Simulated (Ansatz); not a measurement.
Given:

BN:
```cif
data_B4N4
_chemical_formula_sum 'B4 N4'
_space_group_name_H-M_alt 'P63/mmc'
_space_group_IT_number 194
_space_group_name_Hall '-P 6c 2c'
_cell_length_a 2.48824
_cell_length_b 2.48824
_cell_length_c 13.64321
_cell_angle_alpha 90.000
_cell_angle_beta 90.000
_cell_angle_gamma 120.000
loop_
_atom_site_label
_atom_site_type_symbol
_atom_site_symmetry_multiplicity
_atom_site_Wyckoff_symbol
_atom_site_fract_x
_atom_site_fract_y
_atom_site_fract_z
_atom_site_occupancy
B1 B 4 f 0.33333 0.66667 0.11876 1
N1 N 4 f 0.66667 0.33333 0.11885 1
```

This is the LDA-relaxed structure.

Problem. All from plane-wave PAW LDA (Ansatz code), unless another level is named. Estimate the band gap.

Solution. 3.68 eV (indirect).

Problem. Give the formation energy from the elements (no fitted shifts).

Solution. -1.46 eV/atom.

Problem. And the weight of the valence-edge state by species (Voronoi cells)?

Solution. N 90 %, B 10 %.

Problem. Give the valence-band maximum.

Solution. on the K–Γ line, 5 % of the way from K.

Problem. What about the conduction-band minimum?

Solution. at M (3 equivalent valleys).

Problem. Give the weight of the conduction-edge state by species (Voronoi cells).

Solution. B 72 %, N 28 %.

Space group P6_3/mmc. The cell is a constructed one: a structure type filled with these elements. Its sites differ from those of the usual phase in this space group: another stacking or structure type. The cell was relaxed with LDA under the symmetry of its start; phonons on a q-mesh show weakly imaginary modes. The volume moved by 53 % from the start of the relaxation. A crystal of weakly bound layers computed without a dispersion correction: the cell and the soft elastic constants depend strongly on that. The references are the lowest solids computed at this level, not always the standard phases (solids in place of the gases).

Potentials: the later of the program's two PAW sets.
